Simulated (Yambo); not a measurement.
**Convergence of the G0W0 gap of Ba₂MgMoO₆**

G0W0@LDA for Ba2MgMoO6 (space group Fm-3m, No. 225) in Yambo. Reference settings: 2×2×2 Γ-centred k mesh, bands 3 to 214 and a 7 Ry block in the screening, 214 bands in G with the Bruneval-Gonze terminator, plasmon pole fitted at 27.2 eV. The LDA gap Γ → X on this mesh is 1.98 eV; G0W0 gaps are taken between the same points.

```csv
change from the reference,G0W0 gap Γ → X (eV),shift of the valence edge (eV),rough Yambo cost
reference settings,3.52,-0.35,1
"64 bands in W, 64 bands in G",3.89,-0.13,about 1/4
"127 bands in W, 127 bands in G",3.61,-0.23,about 1/2
"170 bands in W, 170 bands in G",3.55,-0.30,within a factor of two
wavefunctions cut at 50 Ry,3.52,-0.34,within a factor of two
exchange cut at 5 Ry,3.41,2.57,–
"64 bands in W, 64 bands in G, 3 Ry block",4.12,-0.30,about 1/5
"64 bands in W, 64 bands in G, 6 Ry block",3.90,-0.13,about 1/4
"64 bands in W, 64 bands in G, 4 Ry block",3.96,-0.16,about 1/4
"91 bands in W, 91 bands in G, 2 Ry block",3.99,-0.33,about 1/3
"127 bands in W, 127 bands in G, 4 Ry block",3.63,-0.22,within a factor of two
"170 bands in W, 170 bands in G, 4 Ry block",3.57,-0.27,within a factor of two
4 Ry block,3.54,-0.30,within a factor of two
4×4×4 mesh,3.52,-0.42,about 10×
"170 bands in W, 170 bands in G, 3 Ry block, no terminator",3.76,-0.21,within a factor of two
```

The reference isn't shown to be the converged limit. Costs are rough (shared machines), scaled to the same edge states, and given only for runs that recompute the screening.

Spin-orbit splittings are left out.

Geometry of the Materials Project entry, not relaxed at this level; primitive cell a = 5.807 Å, b = 5.807 Å, c = 5.807 Å, α = 60.00°, β = 60.00°, γ = 60.00°.

The structure is a Materials Project entry; no match was found in the copy of COD used, and its stability was not checked.

A shift is the quasiparticle energy of the state minus its LDA energy.
